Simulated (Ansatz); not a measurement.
## Ga₃As₄Se: rattling a relaxed structure

The cell was found from a proposed guess, not taken from experiment.

All numbers below come from Ansatz 0.2.0, DFT PBE, scalar-relativistic, plane waves, PAW. Settings: cutoff 420 eV, Γ-centred mesh 12×12×2 on the computed 8-atom cell, Gaussian smearing of 0.10 eV; no spin polarisation.

The cell below (8 atoms, space group P3m1 (No. 156)) is relaxed within its symmetry.

```
CELL_PARAMETERS angstrom
4.02992 0.00000 0.00000
-2.01496 3.49001 0.00000
0.00000 0.00000 14.56626
ATOMIC_POSITIONS crystal
Ga 0.33333 0.66667 0.07282
Ga 0.66667 0.33333 0.30096
Ga 0.00000 0.00000 0.52981
As 0.33333 0.66667 0.24245
As 0.66667 0.33333 0.47164
As 0.00000 0.00000 0.70279
As 0.33333 0.66667 0.77457
Se 0.00000 0.00000 0.00297
```

For the test it was strained at random (σ = 1.5 % a component), the atoms were moved at random (σ = 0.10 Å), and all was relaxed again on a coarse 6×6×2 mesh (in the run’s order of axes) with 0.20 eV smearing, with no symmetry imposed.

No dispersion correction is applied, so the spacing and binding between layers, chains or molecules are poorly described. An odd number of electrons in the primitive cell allows no gap without spin; a larger cell or a magnetic state could open one. The cell is a metal run without spin; a magnetic state may lie lower.

Problem. Is the structure stable against such a distortion?

Solution. It returns, within 1 meV/atom of the unmoved cell on that mesh and with the same symmetry when read at 0.1 Å (P1 at 0.01 Å, so small strains and shifts remain). No instability shows in this cell; modes of other wave vectors, which need another repeat, aren't tested.
